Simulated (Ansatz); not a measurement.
A generated cell, not matched to a known phase here, of TiTe: Pm-3m (No. 221), cP2, CsCl type; a = b = c = 3.4229 Å, α = β = γ = 90.00°; Ti 1a (0.000, 0.000, 0.000); Te 1b (0.500, 0.500, 0.500). All values below come from r2SCAN (plane waves to 500 eV, PAW, scalar-relativistic; Ansatz, a quantum-chemistry and plane-wave program). Element references, the lowest calculated here: Te (P3₁21), Ti (P6/mmm, not the ambient form).

Total energies (eV/atom, σ → 0; comparable only within this code, potentials and settings):

```
phase          E (eV/atom)
-------------  -----------
TiTe (Pm-3m)     -4750.064
Te (P3₁21)       -6994.823
Ti (P6/mmm)      -2504.386
TiTe2 (P-3m1)    -5498.838
```

Q: What is the formation energy of this Pm-3m form of TiTe from the elements?

A: E_f = -4750.064 − [1 × (-2504.386) + 1 × (-6994.823)] / 2 = -0.46 eV/atom (-0.9 eV per formula unit).

Q: How does this cell stand against the other phases calculated?

A: It lies 0.16 eV/atom above their hull: TiTe → 0.5 TiTe2 + 0.5 Ti (TiTe2 P-3m1, Ti P6/mmm) releases that much. A lower structure of this composition may exist.

This is the hull of the energies calculated here, no anion corrections; phases that were not calculated are missing from it. Values are rounded to 0.01 eV/atom. Not shown to be the ambient phase of their composition (a lower form may be missing, and a cell relaxed within its start's symmetry can be a saddle point): TiTe (Pm-3m). Spin-orbit coupling is missing from these energies, which matters for elements this heavy. The compounds carry no spin polarisation.
